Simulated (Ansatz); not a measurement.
A relaxation computed with Ansatz, from input to last step.

```yaml
crystal:
  lattice:
    - [-4.0165977, -4.0165977, 0.0]
    - [0.0, 4.0165977, 4.0165977]
    - [-4.0165977, 4.0165977, -4.0165977]
  atoms:
    - { symbol: Pd, position: [0.9943540396, 0.9985065684, 0.0042149545] }
    - { symbol: Pd, position: [0.843088087, 0.1656264432, 0.669175469] }
    - { symbol: Pd, position: [0.332456729, 0.1679273762, 0.6633924453] }
    - { symbol: Pd, position: [0.6669007607, 0.3260857308, 0.3357727475] }
    - { symbol: Pd, position: [0.50620321, 0.5032782212, 0.0018990202] }
    - { symbol: Pd, position: [0.3387727912, 0.6677766655, 0.6626594851] }
    - { symbol: Pd, position: [0.6751437504, 0.8447988705, 0.3305354081] }
    - { symbol: Pd, position: [0.1720764176, 0.8381550569, 0.3351401806] }
    - { symbol: Au, position: [0.500398977, 0.0015942312, 0.9981835963] }
    - { symbol: Au, position: [0.1628166931, 0.3270016748, 0.3306278135] }
    - { symbol: Au, position: [0.0003432246, 0.504277595, 0.9998182761] }
    - { symbol: Au, position: [0.8326740205, 0.6638856798, 0.6629733791] }
  symmetry: { detect: false }
basis:
  ecutwfc: 500
kpoints:
  mp_grid: { grid: [3, 3, 2], shift: [0.0, 0.0, 0.5] }
hamiltonian:
  xc: r2scan
scf:
  occupations: { method: gaussian, width: 0.1 }
  lower_state_search: "off"
output:
  forces: true
  stress: true
  eigenvalues: true
relax:
  adjacent_minimum: "off"
  f_tol: 0.04
  max_steps: 50
  cell: { stress_tol: 0.3 }
```

```bash
ansatz run input.yaml --threads 4 --pin off --max-ram 9216MiB --backend cpu --events-out ev --progress --plain --runs-dir out
```

The calculation used DFT r2SCAN, scalar-relativistic, plane waves, PAW in Ansatz.

Of 4 frames 4 are shown, positions in Å and forces in eV/Å; the SCF threshold varies from step to step. Steps run on the plane waves of an earlier cell, with a Pulay correction in the pressure. The basis is chosen afresh for the last frame, the zero of the energies, and can be on the way; energy and pressure step there, also at an unchanged geometry. The mark taken_back stands on steps that the optimiser undid.

```xyz
12
Lattice="-4.0166 -4.0166 0.0000 0.0000 4.0166 4.0166 -4.0166 4.0166 -4.0166" Properties=species:S:1:pos:R:3:forces:R:3 pbc="T T T" step=1 free_energy_over_end_meV_per_atom=15.77 pressure_GPa=-5.12
Pd   -4.0108    0.0336    3.9937   -0.0710   -0.3330    0.2770
Pd   -6.0742   -0.0333   -2.0226    0.3120    0.1270    0.0610
Pd   -3.9999    2.0037   -1.9901   -0.2400   -0.0440   -0.1850
Pd   -4.0273   -0.0203   -0.0389    0.0310    0.2870    0.2730
Pd   -2.0408   -0.0041    2.0138    0.2710    0.0760   -0.0460
Pd   -4.0224    3.9831    0.0206   -0.0350    0.0480    0.0420
Pd   -4.0394    2.0091    2.0656    0.2260   -0.0550   -0.6620
Pd   -2.0373    4.0215    2.0204    0.0800   -0.0980   -0.1470
Au   -6.0192    2.0058   -4.0029    0.1360    0.0270    0.0420
Au   -1.9820    1.9875   -0.0146   -0.5500    0.1070    0.3180
Au   -4.0172    6.0400   -1.9904   -0.1070   -0.1500   -0.0360
Au   -6.0074    1.9849    0.0037   -0.0540    0.0070    0.0630
12
Lattice="-3.8893 -3.9074 -0.0089 0.0079 3.9085 3.8904 -3.9029 3.9121 -3.9019" Properties=species:S:1:pos:R:3:forces:R:3 pbc="T T T" step=2 free_energy_over_end_meV_per_atom=35.68 pressure_GPa=12.22 taken_back
Pd   -3.8906   -0.0235    3.9012    0.1180    0.3820   -0.3070
Pd   -5.8186   -0.0051   -1.9484   -0.1530   -0.2200   -0.0060
Pd   -3.9243    1.9530   -1.9698    0.3280   -0.0210    0.2940
Pd   -3.8938    0.0161    0.0032   -0.0610   -0.4430   -0.3160
Pd   -1.9212   -0.0022    1.9491   -0.3900   -0.1510    0.0700
Pd   -3.9046    3.9036   -0.0017    0.0320   -0.0650   -0.0010
Pd   -3.8742    1.9398    1.9006   -0.4530    0.0690    0.9800
Pd   -1.9560    3.9052    1.9329   -0.0400    0.2350    0.3070
Au   -5.8360    1.9535   -3.8956   -0.5030   -0.0070   -0.1320
Au   -2.0098    1.9565    0.0162    0.8350   -0.0800   -0.7630
Au   -3.9113    5.8464   -1.9541    0.2310    0.2380   -0.1340
Au   -5.8418    1.9499    0.0001    0.0560    0.0630    0.0100
12
Lattice="-3.9638 -3.9811 -0.0050 0.0047 3.9814 3.9663 -3.9705 3.9827 -3.9724" Properties=species:S:1:pos:R:3:forces:R:3 pbc="T T T" step=3 free_energy_over_end_meV_per_atom=-0.64 pressure_GPa=0.08
Pd   -3.9652   -0.0062    3.9658    0.0000   -0.0040    0.0030
Pd   -5.9456   -0.0153   -1.9869    0.0100    0.0000    0.0000
Pd   -3.9766    1.9880   -1.9871    0.0000   -0.0040    0.0010
Pd   -3.9711    0.0019   -0.0119    0.0020    0.0030   -0.0020
Pd   -1.9859   -0.0069    1.9855    0.0010    0.0000    0.0010
Pd   -3.9717    3.9660    0.0101   -0.0010   -0.0010    0.0050
Pd   -3.9658    1.9803    1.9859    0.0000    0.0040   -0.0050
Pd   -1.9978    3.9834    1.9851   -0.0040    0.0010    0.0010
Au   -5.9583    1.9853   -3.9698   -0.0020   -0.0010   -0.0020
Au   -1.9998    1.9842   -0.0088   -0.0110    0.0050   -0.0080
Au   -3.9744    5.9665   -1.9842    0.0000   -0.0010   -0.0010
Au   -5.9424    1.9836    0.0073    0.0060   -0.0020    0.0080
12
Lattice="-3.9638 -3.9811 -0.0050 0.0047 3.9814 3.9663 -3.9705 3.9827 -3.9724" Properties=species:S:1:pos:R:3:forces:R:3 pbc="T T T" step=4 free_energy_over_end_meV_per_atom=0.00 pressure_GPa=0.05
Pd   -3.9652   -0.0062    3.9658    0.0000   -0.0040    0.0030
Pd   -5.9456   -0.0153   -1.9869    0.0100    0.0000    0.0000
Pd   -3.9766    1.9880   -1.9871    0.0000   -0.0040    0.0010
Pd   -3.9711    0.0019   -0.0119    0.0020    0.0030   -0.0020
Pd   -1.9859   -0.0069    1.9855    0.0010    0.0000    0.0010
Pd   -3.9717    3.9660    0.0101   -0.0010   -0.0010    0.0050
Pd   -3.9658    1.9803    1.9859    0.0000    0.0040   -0.0050
Pd   -1.9978    3.9834    1.9851   -0.0040    0.0010    0.0010
Au   -5.9583    1.9853   -3.9698   -0.0020   -0.0010   -0.0020
Au   -1.9998    1.9842   -0.0088   -0.0110    0.0050   -0.0080
Au   -3.9744    5.9665   -1.9842    0.0000   -0.0010   -0.0010
Au   -5.9424    1.9836    0.0073    0.0060   -0.0020    0.0080
```

The run took 110 s on 4 threads of Arm Neoverse V1, on a shared host, peak memory 1.3 GiB.

The k mesh is coarse. Spin–orbit coupling is left out, which can shift energies with elements as heavy as these.